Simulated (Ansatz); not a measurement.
**Thermal properties of Mo$_{2}$H$_{3}$ from its phonons**

Level of theory: DFT PBE, scalar-relativistic, plane waves, PAW in Ansatz. Settings: 420 eV plane-wave cutoff, Γ-centred 12×12×8 mesh, Fermi-Dirac smearing of 0.15 eV. No spin polarisation. Phonons by linear response, acoustic sum rule imposed.

Equilibrium structure at this level:
```cif
data_structure
_symmetry_space_group_name_H-M 'P 1'
_symmetry_Int_Tables_number 1
_cell_length_a 3.0241
_cell_length_b 3.0241
_cell_length_c 4.9262
_cell_angle_alpha 90.000
_cell_angle_beta 90.000
_cell_angle_gamma 120.000
_cell_volume 39.02
loop_
_atom_site_label
_atom_site_type_symbol
_atom_site_fract_x
_atom_site_fract_y
_atom_site_fract_z
_atom_site_occupancy
H1 H 0.66667 0.33333 0.38160 1
H2 H 0.33333 0.66667 0.61840 1
H3 H 0.00000 0.00000 0.00000 1
Mo1 Mo 0.66667 0.33333 0.77472 1
Mo2 Mo 0.33333 0.66667 0.22528 1
```

It was reached by relaxing an invented guess, and it needn't be the stable form of this composition. In a metal, frequencies and elastic constants depend on the k mesh and the smearing, soft modes and shear constants most. Some empty bands missed the eigensolver's threshold. The q mesh is coarse, so values between its points are rough.

Force constants from linear response on a 3×3×2 q mesh, interpolated to a fine mesh.

(1) What is the zero-point energy per atom?

(2) How large are the vibrational entropy and heat capacity at 300 K?

(3) Tabulate them against temperature.

Answers

(1) 135.4 meV.

(2) S = 1.54 k_B and C_V = 1.43 k_B per atom, 48 % of the Dulong–Petit value.

(3)
```
T (K)  F_vib (meV/atom)  S (k_B/atom)  C_V (k_B/atom)
  100             134.4          0.39            0.72
  200             128.1          1.03            1.11
  300             117.0          1.54            1.43
  400             101.7          2.00            1.75
  500              82.7          2.42            2.02
  600              60.2          2.80            2.23
  700              34.5          3.16            2.38
  800               5.8          3.48            2.50
  900             -25.5          3.78            2.59
 1000             -59.3          4.06            2.66
```
